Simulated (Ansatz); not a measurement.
Ge: levels along high-symmetry lines

```xyz
2
Lattice="0.0000 2.8288 2.8288 2.8288 0.0000 2.8288 2.8288 2.8288 0.0000" Properties=species:S:1:pos:R:3 pbc="T T T"
Ge    2.8288    2.8288    2.8288
Ge    4.2432    4.2432    4.2432
```

Atom numbers follow the list: Ge1, Ge2.

The structure is an experimental refinement, used without relaxation.

Theory: DFT, PBEsol, all-electron LAPW, scalar-relativistic (Ansatz 0.2.0).

The runs use a Γ-centred 11×11×11 k mesh, Fermi–Dirac smearing of 0.05 eV, basis error target 0.5 meV/atom, no spin polarisation.

Points in fractions of the reciprocal vectors of this cell: Γ (0, 0, 0), X (0.5, 0, 0.5), U (0.625, 0.25, 0.625), K (0.375, 0.375, 0.75), L (0.5, 0.5, 0.5), W (0.5, 0.25, 0.75). The path joins them by straight lines in the order Γ–X–U–K–Γ–L–W–X; legs that retrace an earlier one aren't tabulated. Energies are in eV from the Fermi level.

Q: Metal or insulator at this level of theory?

A: No gap opens: metallic or semimetallic.

Q: Tabulate bands 20 to 25, counted from the lowest band of the run, along the path.

A: 
| k (1/Å) | point | band 20 | band 21 | band 22 | band 23 | band 24 | band 25 |
| --- | --- | --- | --- | --- | --- | --- | --- |
| 0.00 | Γ | -0.03 | -0.02 | -0.02 | -0.02 | 2.50 | 2.50 |
| 0.16 |  | -1.40 | -0.39 | -0.39 | 1.31 | 2.23 | 2.97 |
| 0.32 |  | -2.77 | -1.08 | -1.08 | 1.68 | 2.44 | 3.98 |
| 0.48 |  | -4.10 | -1.77 | -1.77 | 1.14 | 2.84 | 5.17 |
| 0.63 |  | -5.39 | -2.34 | -2.34 | 0.73 | 2.34 | 6.42 |
| 0.79 |  | -6.64 | -2.76 | -2.76 | 0.50 | 1.63 | 7.69 |
| 0.95 |  | -7.83 | -3.02 | -3.02 | 0.46 | 1.03 | 8.85 |
| 1.11 | X | -8.93 | -3.11 | -3.11 | 0.64 | 0.64 | 9.46 |
| 1.17 |  | -8.91 | -3.18 | -3.10 | 0.65 | 0.74 | 9.35 |
| 1.22 |  | -8.88 | -3.35 | -3.07 | 0.67 | 1.04 | 9.08 |
| 1.28 |  | -8.82 | -3.58 | -3.03 | 0.72 | 1.48 | 8.72 |
| 1.33 |  | -8.73 | -3.83 | -2.96 | 0.78 | 2.02 | 8.32 |
| 1.39 |  | -8.62 | -4.06 | -2.88 | 0.85 | 2.63 | 7.92 |
| 1.45 |  | -8.49 | -4.25 | -2.78 | 0.95 | 3.29 | 7.52 |
| 1.50 | U | -8.33 | -4.40 | -2.67 | 1.05 | 4.00 | 7.14 |
| 1.60 |  | -8.24 | -4.41 | -2.74 | 1.35 | 4.39 | 6.40 |
| 1.70 |  | -8.15 | -4.36 | -2.98 | 2.03 | 4.79 | 5.28 |
| 1.79 |  | -8.09 | -4.28 | -3.18 | 2.93 | 4.07 | 5.35 |
| 1.89 |  | -8.09 | -4.28 | -3.18 | 2.93 | 4.07 | 5.35 |
| 1.99 |  | -8.15 | -4.36 | -2.98 | 2.03 | 4.79 | 5.28 |
| 2.09 |  | -8.24 | -4.41 | -2.74 | 1.35 | 4.39 | 6.40 |
| 2.18 | K | -8.33 | -4.40 | -2.67 | 1.05 | 4.00 | 7.14 |
| 2.35 |  | -7.72 | -4.49 | -2.24 | 1.43 | 6.06 | 6.10 |
| 2.52 |  | -6.89 | -4.13 | -1.72 | 1.80 | 5.06 | 5.36 |
| 2.69 |  | -5.85 | -3.42 | -1.17 | 1.97 | 4.16 | 4.40 |
| 2.86 |  | -4.60 | -2.48 | -0.67 | 1.85 | 3.44 | 3.61 |
| 3.02 |  | -3.17 | -1.43 | -0.30 | 1.56 | 2.92 | 3.03 |
| 3.19 |  | -1.60 | -0.47 | -0.09 | 1.08 | 2.61 | 2.65 |
| 3.36 | Γ | -0.03 | -0.02 | -0.02 | -0.02 | 2.50 | 2.50 |
| 3.50 |  | -1.34 | -0.15 | -0.15 | 0.85 | 2.67 | 2.67 |
| 3.64 |  | -2.75 | -0.44 | -0.44 | 0.95 | 3.06 | 3.06 |
| 3.77 |  | -4.11 | -0.76 | -0.76 | 0.72 | 3.44 | 3.44 |
| 3.91 |  | -5.38 | -1.04 | -1.04 | 0.47 | 3.67 | 3.67 |
| 4.05 |  | -6.48 | -1.26 | -1.26 | 0.27 | 3.72 | 3.72 |
| 4.19 |  | -7.31 | -1.39 | -1.39 | 0.14 | 3.70 | 3.70 |
| 4.32 | L | -7.65 | -1.43 | -1.43 | 0.10 | 3.68 | 3.68 |
| 4.44 |  | -7.64 | -1.93 | -1.51 | 0.59 | 3.57 | 3.85 |
| 4.55 |  | -7.63 | -2.75 | -1.75 | 1.37 | 3.38 | 4.38 |
| 4.66 |  | -7.65 | -3.48 | -2.12 | 2.03 | 3.29 | 5.25 |
| 4.77 |  | -7.76 | -4.01 | -2.59 | 2.60 | 3.37 | 6.09 |
| 4.88 |  | -8.00 | -4.25 | -3.09 | 3.13 | 3.62 | 5.74 |
| 5.00 |  | -8.38 | -4.21 | -3.57 | 3.69 | 4.01 | 5.02 |
| 5.11 | W | -8.83 | -3.96 | -3.96 | 4.26 | 4.26 | 4.61 |
| 5.19 |  | -8.83 | -3.93 | -3.93 | 3.60 | 3.60 | 5.31 |
| 5.27 |  | -8.84 | -3.83 | -3.83 | 2.85 | 2.85 | 6.19 |
| 5.35 |  | -8.87 | -3.68 | -3.68 | 2.16 | 2.16 | 7.09 |
| 5.43 |  | -8.89 | -3.50 | -3.50 | 1.56 | 1.56 | 7.96 |
| 5.51 |  | -8.91 | -3.31 | -3.31 | 1.07 | 1.07 | 8.73 |
| 5.58 |  | -8.92 | -3.17 | -3.17 | 0.75 | 0.75 | 9.27 |
| 5.66 | X | -8.93 | -3.11 | -3.11 | 0.64 | 0.64 | 9.46 |
